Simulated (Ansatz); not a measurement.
Input for Ansatz (plane-wave DFT, PAW):

```yaml
crystal:
  lattice:
    - [3.0351467789, 0.0, 0.0]
    - [-1.5175733895, 2.6285142147, 0.0]
    - [0.0, 0.0, 3.2161423195]
  atoms:
    - { symbol: Nb, position: [0.0, 0.0, 0.0] }
    - { symbol: B, position: [0.3333333333, 0.6666666667, 0.5] }
    - { symbol: B, position: [0.6666666667, 0.3333333333, 0.5] }
basis:
  ecutwfc: 420
kpoints:
  mp_grid: { grid: [18, 18, 14] }
hamiltonian:
  xc: pbesol
scf:
  occupations: { method: gaussian, width: 0.1 }
output:
  forces: true
  stress: true
  eigenvalues: true
  write_density: true
  write_potential: true
  elf: true
  volumetric_format: npy
relax:
  adjacent_minimum: "off"
  f_tol: 0.01
  max_steps: 30
  cell: { stress_tol: 0.1, fix: [volume] }
```

Command:
```bash
ansatz run input.yaml --threads 1 --pin off --max-ram 2560MiB --backend cpu --events-out ev --progress --plain --runs-dir out
```

All numbers below come from DFT PBEsol, scalar-relativistic, plane waves, PAW (Ansatz 0.2.0).

Part of what the program printed, abridged:

```
Pseudopotentials: kind: paw
Pseudopotential: Nb, paw, valence charge 13, recommended cutoff 420 eV (normal)
Pseudopotential: B, paw, valence charge 3, recommended cutoff 420 eV (normal)
Functional definition: PBEsol
Crystal: 3 atoms, lattice volume = 25.658 Å³
Basis set: ecut = 420 eV, 503 PW (Γ), exchange–correlation on 48×48×48 points (8 copies of the dense FFT grid, shifted against one another)
Bands: 14, of which v1, the nominal top of the filled ones, is band 10 counted from 1 (9 counted from 0)
Symmetry: 24 space group operations
Space group: P6/mmm (ITA 191), of the structure as read, at distance tolerance 2.9e-5 Å
k-points: 296 of 4536
Initial density: superposition of atomic densities (neutral atoms: chi_scale 0, normalization atom), corrected by the library's trained network
Initial wavefunctions: pseudopotential atomic-orbital guess
Functional: x = pbesol(κ = 0.804, μ = 0.12345679), c = pbesol(β = 0.046)
SCF iter   1: F=—  HF=-4803.054106 eV  |F-HF|=—  |Δ(HF+E_count)|=         —  Δρ=4.70e-3  dr2=7.15e-3  ethr=1.77e-3  ⟨swp⟩=5.2  Hψ=22407  notcnv=0
SCF iter   2: F=—  HF=-4803.052905 eV  |F-HF|=—  |Δ(HF+E_count)|=   1.20e-3  Δρ=3.23e-3  dr2=4.06e-3  ethr=3.76e-5  ⟨swp⟩=1.1  Hψ=6554  notcnv=0
SCF iter   3: F=—  HF=-4803.051822 eV  |F-HF|=—  |Δ(HF+E_count)|=   1.08e-3  Δρ=7.72e-4  dr2=7.92e-5  ethr=2.14e-5  ⟨swp⟩=2.0  Hψ=5536  notcnv=0
SCF iter   4: F=—  HF=-4803.051794 eV  |F-HF|=—  |Δ(HF+E_count)|=   2.80e-5  Δρ=1.90e-4  dr2=3.33e-6  ethr=4.17e-7  ⟨swp⟩=2.0  Hψ=6793  notcnv=0
SCF iter   5: F=—  HF=-4803.051794 eV  |F-HF|=—  |Δ(HF+E_count)|=   4.29e-7  Δρ=2.99e-5  dr2=1.64e-7  ethr=1.75e-8  ⟨swp⟩=2.9  Hψ=6722  notcnv=0
SCF iter   6: F=-4803.051794 eV  HF=-4803.051794 eV  |F-HF|=1.01e-8  |Δ(HF+E_count)|=   6.34e-8  Δρ=1.01e-5  dr2=1.40e-8  ethr=5.26e-10  ⟨swp⟩=8.8  Hψ=23402  notcnv=0
SCF 1 converged in 6 iterations: F = -4803.051794 eV  dr2 = 1.40e-8
relax step   1: F+E_penalty+E_count = -4803.05179370 eV  Δ(F+E_penalty+E_count) = +0.000e0 eV  max|allowed force component| = 1.295e-16 eV/Å  Δτ_max = 0.0000 Å  P = +21.120 GPa  Ω = 25.658 Å³  fix = [volume]  reactions: volume +21.120 GPa (6 SCF iters, dr2 threshold 1.00e-7 eV, accepted)
Initial density: handed on by an earlier stage of this run
Initial wavefunctions: those handed on with the density
SCF iter   1: F=—  HF=-4803.051916 eV  |F-HF|=—  |Δ(HF+E_count)|=         —  Δρ=2.99e-4  dr2=2.31e-5  ethr=9.45e-8  ⟨swp⟩=2.1  Hψ=25350  notcnv=0
SCF iter   2: F=—  HF=-4803.051912 eV  |F-HF|=—  |Δ(HF+E_count)|=   3.95e-6  Δρ=1.11e-4  dr2=2.81e-6  ethr=9.45e-8  ⟨swp⟩=2.7  Hψ=6625  notcnv=0
SCF iter   3: F=-4803.051911 eV  HF=-4803.051911 eV  |F-HF|=3.02e-8  |Δ(HF+E_count)|=   7.52e-7  Δρ=1.87e-5  dr2=5.81e-8  ethr=1.48e-8  ⟨swp⟩=2.3  Hψ=5328  notcnv=0
SCF iter   4: F=-4803.051911 eV  HF=-4803.051911 eV  |F-HF|=1.46e-10  |Δ(HF+E_count)|=   1.12e-8  Δρ=2.74e-6  dr2=5.94e-10  ethr=3.06e-10  ⟨swp⟩=2.4  Hψ=5611  notcnv=0
SCF iter   5: F=-4803.051911 eV  HF=-4803.051911 eV  |F-HF|=1.82e-12  |Δ(HF+E_count)|=  2.28e-10  Δρ=2.15e-7  dr2=3.90e-12  ethr=3.12e-12  ⟨swp⟩=2.3  Hψ=6862  notcnv=0
SCF iter   6: F=-4803.051911 eV  HF=-4803.051911 eV  |F-HF|=0.00e0  |Δ(HF+E_count)|=    0.00e0  Δρ=1.92e-8  dr2=5.29e-14  ethr=1.00e-12  ⟨swp⟩=3.8  Hψ=15819  notcnv=0
SCF 2 converged in 6 iterations: F = -4803.051911 eV  dr2 = 5.29e-14
relax step   2: F+E_penalty+E_count = -4803.05191137 eV  Δ(F+E_penalty+E_count) = -1.177e-4 eV  max|allowed force component| = 1.542e-16 eV/Å  Δτ_max = 0.0000 Å  P = +21.083 GPa  Ω = 25.658 Å³  energy of the carried Pulay correction = -6.237e-6 eV  fix = [volume]  reactions: volume +21.083 GPa (6 SCF iters, dr2 threshold 3.00e-7 eV, accepted)
Initial wavefunctions: pseudopotential atomic-orbital guess (no wavefunctions were taken with the density)
SCF iter   1: F=—  HF=-4803.051916 eV  |F-HF|=—  |Δ(HF+E_count)|=         —  Δρ=5.10e-6  dr2=7.08e-10  ethr=3.83e-8  ⟨swp⟩=3.0  Hψ=33150  notcnv=0
SCF iter   2: F=—  HF=-4803.051919 eV  |F-HF|=—  |Δ(HF+E_count)|=   3.44e-6  Δρ=2.57e-6  dr2=1.80e-10  ethr=3.73e-12  ⟨swp⟩=2.9  Hψ=8145  notcnv=0
SCF iter   3: F=-4803.051919 eV  HF=-4803.051919 eV  |F-HF|=1.09e-11  |Δ(HF+E_count)|=  3.58e-10  Δρ=2.85e-7  dr2=1.39e-11  ethr=1.00e-12  ⟨swp⟩=2.5  Hψ=6235  notcnv=0
SCF iter   4: F=-4803.051919 eV  HF=-4803.051919 eV  |F-HF|=9.09e-13  |Δ(HF+E_count)|=  1.82e-12  Δρ=6.03e-8  dr2=1.24e-12  ethr=1.00e-12  ⟨swp⟩=1.0  Hψ=4144  notcnv=0
SCF iter   5: F=-4803.051919 eV  HF=-4803.051919 eV  |F-HF|=1.82e-12  |Δ(HF+E_count)|=    0.00e0  Δρ=5.94e-9  dr2=1.24e-14  ethr=1.00e-12  ⟨swp⟩=1.0  Hψ=4144  notcnv=0
SCF iter   6: F=-4803.051919 eV  HF=-4803.051919 eV  |F-HF|=3.64e-12  |Δ(HF+E_count)|=  9.09e-13  Δρ=2.15e-9  dr2=1.32e-15  ethr=1.00e-12  ⟨swp⟩=1.0  Hψ=4144  notcnv=0
SCF iter   7: F=-4803.051919 eV  HF=-4803.051919 eV  |F-HF|=1.82e-12  |Δ(HF+E_count)|=  2.73e-12  Δρ=3.76e-10  dr2=1.34e-17  ethr=1.00e-12  ⟨swp⟩=2.0  Hψ=11869  notcnv=0
SCF 3 converged in 7 iterations: F = -4803.051919 eV  dr2 = 1.34e-17
SCF converged after 7 iterations
Free energy (F): -4803.051919 eV
Harris-Foulkes:  -4803.051919 eV  (|F-HF|=1.82e-12)
Internal energy: -4803.045944 eV  (E = F + TS)
E sigma→0 (E₀):  -4803.048932 eV
Entropy (-TS):   -0.005976 eV (-1.992 meV/atom)
Fermi energy:    19.946476 eV
--- Per-component energies (eV) ---
  E_band       = 6.451516
  E_kinetic    = 505.373616
  E_local      = -663.130056  (includes V_loc(G=0)·N_el)
  E_nonlocal   = 142.966687
  E_hartree    = 215.730565
  E_xc         = -243.922274
  E_vxc        = -295.902422  (∫ρ·V_xc dr)
  E_paw        = -3168.901164  (= ΣΔE_a)
  E_vpaw       = -114.317441  (= ΣTr[D̂ρ^β])
  E_aug_tail   = 0.000002  (compensation charges beyond the density's cutoff)
  E_ewald      = -1591.381451
  E_core_change = 0.218131  (= ΣΔE_core)
  E_smearing   = -0.005976  (= −TS)
--- Forces (eV/Å), atoms counted from 1 ---
  atom   1  Nb     0.00000000     0.00000000     0.00000000
  atom   2  B      0.00000000     0.00000000     0.00000000
  atom   3  B      0.00000000     0.00000000     0.00000000
--- Stress (GPa, compression-positive) ---
       21.120732       0.000000       0.000000
        0.000000      21.120732       0.000000
        0.000000       0.000000      21.007036
  P = ⅓ Tr σ = 21.0828 GPa (210.828 kbar)
--- Band table (eV; the first three rows and the last of 296) ---
  k-point 0: bands = ["-35.6263", "-11.8724", "-11.3581", "-11.3581", "5.1816", "15.1906", "15.1906", "15.2558", "16.7971", "21.3377", "21.3377", "23.4413", "23.4413", "24.2982"]
  k-point 1: bands = ["-35.6245", "-11.8992", "-11.3560", "-11.3560", "5.2771", "14.9482", "15.2529", "15.2529", "17.0709", "20.9288", "20.9288", "23.2292", "23.2292", "24.4237"]
  k-point 2: bands = ["-35.6195", "-11.9734", "-11.3500", "-11.3500", "5.5541", "14.2882", "15.4388", "15.4388", "17.6508", "20.1490", "20.1490", "22.6538", "22.6538", "24.3733"]
  k-point 295: bands = ["-35.4583", "-12.1228", "-11.9414", "-11.9414", "9.2708", "9.2708", "13.6018", "15.3735", "15.3735", "22.4810", "25.1783", "25.1783", "25.5265", "25.5265"]
--- Relaxed structure (2 steps of the walk, 2 accepted, 1 SCFs on fresh bases) ---
  F+E_penalty+E_count = -4803.05191950 eV   max|allowed force component| = 6.785e-17 eV/Å   (the final SCF, on the basis selected at the relaxed cell)
  cell:  # Å, volume = 25.6581 Å³
    - [3.03751611, 0.0, 0.0]
    - [-1.51875805, 2.63056611, 0.0]
    - [0.0, 0.0, 3.21112694]
  atoms:
    - { symbol: Nb, position: [0.0, 0.0, 0.0] }
    - { symbol: B, position: [0.33333333, 0.66666666, 0.5] }
    - { symbol: B, position: [0.66666666, 0.33333333, 0.5] }
```

The relaxation met its thresholds.

It took 17 s on 1 thread of Arm Neoverse V2 (shared host), peak memory 0.4 GiB.